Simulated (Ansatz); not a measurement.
Consider the following.

CoW:
Space group Cmcm (No. 63); a = 2.6833 Å, b = 9.6414 Å, c = 4.0878 Å, α = 90.00°, β = 90.00°, γ = 90.00°

```tsv
atom	site	symmetry	x	y	z
W	4c	m2m	0.0000	0.3427	0.2500
Co	4c	m2m	0.0000	0.0733	0.2500
```
(The calculation used a cell of 4 atoms; values per cell refer to that cell.)

This is the PBE-relaxed structure.

All from plane-wave PAW PBE (Ansatz code), unless another level is named. Give the density of states at the Fermi level.

1.4 states/eV per atom (mean over ±0.08 eV).

And the formation energy from the elements (no fitted shifts)?

0.098 eV/atom.

The start of the workflow was typed in or built on a structure type; neither database checked (COD, Materials Project) lists it. Whether it is the stable phase at ambient conditions was not checked. The cell was relaxed with PBE under the symmetry of its start; its stability against distortions is not shown here. The workflow began spin-polarised and lost its moments. Axis ratios of metals converge slowly with the k-mesh, so a and c are less sure than the volume. The references are the lowest solids computed at this level, not always the standard phases. Scalar-relativistic: spin–orbit coupling is off unless named, which matters more the heavier the elements.

Potentials: the later of the program's two PAW sets.
